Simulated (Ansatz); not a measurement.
Starting cell, CuI (zinc blende):

```yaml
crystal:
  lattice:
    - [0.00000, 3.01151, 3.01151]
    - [3.01151, 0.00000, 3.01151]
    - [3.01151, 3.01151, 0.00000]
  atoms:
    - { symbol: I, position: [0.75000, 0.75000, 0.75000] }
    - { symbol: Cu, position: [0.00000, 0.00000, 0.00000] }
```

In each cell atom 1 (I, nearest neighbour Cu at 2.608 Å; its periodic images, 4.3 Å or more away, move with it) moves by s·(0.707, 0.707, 0.000) (along Cartesian [110]), the rest being held.

These are r2SCAN (plane waves to 500 eV, PAW, scalar-relativistic; Ansatz, a quantum-chemistry and plane-wave program) values and carry that method's errors. k mesh 8×8×8 (Γ-centred), Fermi-Dirac smearing 0.05 eV. Energies are smeared free energies. Left out: 2 of 11 points, with atoms too close for the PAW data. CuI is run without spin polarisation. CuI was relaxed with its symmetry unable to fall. Spin-orbit coupling is left out, though I is heavy. The zero of ΔE is the undisplaced structure.

```json
[
 {"s (Å)": "-0.624", "ΔE (meV/cell)": "815"},
 {"s (Å)": "-0.468", "ΔE (meV/cell)": "386"},
 {"s (Å)": "-0.312", "ΔE (meV/cell)": "148"},
 {"s (Å)": "-0.156", "ΔE (meV/cell)": "withheld"},
 {"s (Å)": "0.000", "ΔE (meV/cell)": "0"},
 {"s (Å)": "0.156", "ΔE (meV/cell)": "withheld"},
 {"s (Å)": "0.312", "ΔE (meV/cell)": "148"},
 {"s (Å)": "0.468", "ΔE (meV/cell)": "386"},
 {"s (Å)": "0.624", "ΔE (meV/cell)": "815"}
]
```

**Question.** Fit an even polynomial form (powers 2, 4) to the given rows and predict ΔE at s = -0.156.

**Answer.** Least squares on the 7 given rows: ΔE = (1334)·s² + (1949)·s⁴, in meV/cell with s in Å; root-mean-square residual 0.2 meV/cell. At -0.156 the fit gives 34 meV/cell; the calculation gives 33 meV/cell, so the interpolation is off by 1 (+3.0 %). The quadratic term alone would give 32 meV/cell.

(A displaced cell: forces are minus the slopes of the energy, force constants its curvatures, and phonons follow from these.)
